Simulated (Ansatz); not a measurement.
Relaxed Ta (bcc, W type):

```
CELL_PARAMETERS angstrom
     -3.31959     3.31959     3.31959
      1.65979    -1.65979     1.65979
      1.65979     1.65979    -1.65979
ATOMIC_POSITIONS crystal
  Ta 0.00000 0.00000 0.00000
  Ta 0.50000 0.00000 0.00000
```

The atoms are displaced by Q × the pattern below (from a DFPT mode at N = (0.5, 0.0, 0.0), largest move 1; Q in Å), at fixed cell. (q is in reciprocal vectors of the primitive cell; the cell shown is doubled to hold the pattern.)

| atom | x | y | z |
|---|---|---|---|
| Ta1 | 0.000 | -0.707 | -0.707 |
| Ta2 | 0.000 | 0.707 | 0.707 |

Computed with PBE (plane waves to 420 eV, PAW, scalar-relativistic; Ansatz, a first-principles code). k mesh 10×20×20 (Γ-centred), Fermi-Dirac smearing 0.05 eV. The energy includes the smearing's −TS. Compression counts positive. With partly filled bands, energies and forces of such displacements shift with the k mesh and the smearing. Spin-orbit coupling is left out, though Ta is heavy. Ta is run without spin polarisation. Ta was relaxed with its symmetry unable to fall. ΔE is measured from the undisplaced structure.

```json
[
 {"Q (Å)": "-0.180", "ΔE (meV/cell)": "541", "P (GPa)": "10.3", "−dE/dQ from forces (eV/Å)": "6.833"},
 {"Q (Å)": "-0.150", "ΔE (meV/cell)": "358", "P (GPa)": "7.2", "−dE/dQ from forces (eV/Å)": "5.360"},
 {"Q (Å)": "-0.120", "ΔE (meV/cell)": "218", "P (GPa)": "4.6", "−dE/dQ from forces (eV/Å)": "4.014"},
 {"Q (Å)": "-0.090", "ΔE (meV/cell)": "116", "P (GPa)": "2.5", "−dE/dQ from forces (eV/Å)": "2.817"},
 {"Q (Å)": "-0.060", "ΔE (meV/cell)": "48", "P (GPa)": "1.1", "−dE/dQ from forces (eV/Å)": "1.725"},
 {"Q (Å)": "-0.030", "ΔE (meV/cell)": "11", "P (GPa)": "0.3", "−dE/dQ from forces (eV/Å)": "0.766"},
 {"Q (Å)": "0.000", "ΔE (meV/cell)": "0", "P (GPa)": "0.0", "−dE/dQ from forces (eV/Å)": "0.000"},
 {"Q (Å)": "0.030", "ΔE (meV/cell)": "11", "P (GPa)": "0.3", "−dE/dQ from forces (eV/Å)": "-0.766"},
 {"Q (Å)": "0.060", "ΔE (meV/cell)": "48", "P (GPa)": "1.1", "−dE/dQ from forces (eV/Å)": "-1.725"},
 {"Q (Å)": "0.090", "ΔE (meV/cell)": "116", "P (GPa)": "2.5", "−dE/dQ from forces (eV/Å)": "-2.817"},
 {"Q (Å)": "0.120", "ΔE (meV/cell)": "218", "P (GPa)": "4.6", "−dE/dQ from forces (eV/Å)": "-4.014"},
 {"Q (Å)": "0.150", "ΔE (meV/cell)": "358", "P (GPa)": "7.2", "−dE/dQ from forces (eV/Å)": "-5.360"},
 {"Q (Å)": "0.180", "ΔE (meV/cell)": "541", "P (GPa)": "10.3", "−dE/dQ from forces (eV/Å)": "-6.833"}
]
```

Key numbers:

* **Energy at Q = 0.180 Å**: 541 meV/cell
* **Space group of the distorted cell**: Cmme (No. 67), lowered from Im-3m
* **Symmetry of the curve**: even: the same for both signs
* **Shape of the curve**: a single well with its minimum at or next to zero displacement
* **Harmonic wavenumber from the curvature (finite differences)**: 136 cm⁻¹

(For displaced atoms, the force is minus the slope of the energy, and its curvature is a force constant, which sets phonon frequencies.)
